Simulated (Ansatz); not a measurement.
# Ir: what symmetry allows forces and stress to be

```xyz
2
Lattice="2.7514 0.0000 0.0000 -1.3757 2.3828 0.0000 0.0000 0.0000 4.4623" Properties=species:S:1:pos:R:3 pbc="T T T"
Ir    1.3757    0.7943    3.3917
Ir    0.0000    1.5885    1.1156
```

The calculation used DFT PBEsol, scalar-relativistic, plane waves, PAW in Ansatz 0.2.0.

Settings: cutoff 420 eV, Γ-centred mesh 15×15×8 on the computed 2-atom cell, Gaussian smearing of 0.10 eV; no spin polarisation.

This distorted cell has space group P-3m1, with 12 operations.

Task: Without a calculation: in which directions can each atom feel a force?

Result: A force must be left unchanged by every operation that keeps its atom in place, so it lies in the space that those operations leave fixed. Atoms that the group maps onto each other feel forces of one size.
```csv
atom,site symmetry,operations at the site,equivalent to atom,allowed force (Cartesian)
Ir1,3m.,6,1,"along (0.00, 0.00, 1.00)"
Ir2,3m.,6,1,"along (0.00, 0.00, 1.00)"
```

That leaves 1 independent force component of 6. A relaxation in this cell that keeps the symmetry moves the atoms in these directions alone.

Task: And the stress tensor?

Result: It must be invariant under the point group, which leaves 2 independent components: yz, xz, xy vanish; xx = yy.

Task: Do the computed values obey this?

Result: Yes. Forces (eV/Å):
```
Ir1  0.000  0.000 -0.513
Ir2  0.000  0.000  0.513
```

Stress (GPa, compression positive, xx yy zz yz xz xy): -12.10 -12.10 -12.38 0.00 0.00 0.00. The program imposes the same operations on density, forces and stress, so this confirms the analysis and is no independent test of the calculation.

Spin–orbit coupling is left out, which can shift energies with elements as heavy as these.

This form isn't the element's structure at ambient conditions.